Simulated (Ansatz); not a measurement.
Method: Ansatz, DFT PBE, scalar-relativistic, plane waves, PAW. All cells share a 420 eV cutoff and Γ-centred k meshes spaced at most about 0.3 Å⁻¹ (about 0.25 or finer for metals, 2π included). No spin polarisation in the final relaxations.

These are static total energies at zero pressure.

Compare these two cells of AlInAsP₃, each relaxed at this level.

A.

```
CELL_PARAMETERS angstrom
6.36633 0.00000 0.00000
-3.18317 5.51340 0.00000
0.00000 0.00000 3.82178
ATOMIC_POSITIONS crystal
Al 0.00000 0.00000 0.00000
In 0.33333 0.66667 0.00000
P 0.97895 0.48947 0.50000
P 0.51053 0.48947 0.50000
P 0.51053 0.02105 0.50000
As 0.66667 0.33333 0.00000
```

B.

```
CELL_PARAMETERS angstrom
5.19418 0.00000 0.00000
-2.59709 4.49829 0.00000
0.00000 0.00000 5.19623
ATOMIC_POSITIONS crystal
Al 0.33333 0.66667 0.00000
In 0.00000 0.00000 0.00000
P 0.61477 0.80739 0.50000
P 0.19261 0.80739 0.50000
P 0.19261 0.38523 0.50000
As 0.66667 0.33333 0.00000
```

Problem. Which form is favoured at zero pressure, and by what margin per atom?

Solution. B is lower, by 0.32 eV/atom. A has space group P-6m2 (No. 187), 22.4 Å³/atom and no gap on its mesh; B has space group P-6m2 (No. 187), 20.2 Å³/atom and no gap. The shortest distance is 2.57 Å (As–P) in A and 2.19 Å (P–P) in B. B holds P–P units of three or more atoms (shortest 2.19 Å); in A the shortest P–P distance is 2.98 Å. The denser one is the lower, and pressure would at first widen the difference. Even the lower one lies +0.34 eV/atom against the reference forms of the elements (uncorrected), so neither is stable at this level. In A, Al is surrounded by 3 In at 3.68 Å, 3 As at 3.68 Å, 12 P at 3.71 Å and 2 Al at 3.82 Å; In is surrounded by 6 P at 2.73 Å, 3 Al at 3.68 Å and 3 As at 3.68 Å; P has 2 As at 2.57 Å, 2 In at 2.73 Å, 2 P at 2.98 Å, 2 P at 3.38 Å and 4 Al at 3.71 Å; around As lie 6 P at 2.57 Å, 3 In at 3.68 Å and 3 Al at 3.68 Å. In B, Al is surrounded by 6 P at 2.89 Å, 3 In at 3.00 Å and 3 As at 3.00 Å; around In lie 3 Al at 3.00 Å, 3 As at 3.00 Å and 6 P at 3.12 Å; around P lie 2 P at 2.19 Å, 2 Al at 2.89 Å, 2 P at 3.00 Å and 2 In at 3.12 Å; As has 3 In at 3.00 Å and 3 Al at 3.00 Å. Both come from invented guesses. A third cell relaxed alike, in P4mm, lies 153 meV/atom below the lower of the two.

Cells relaxed within their symmetry can be saddle points.
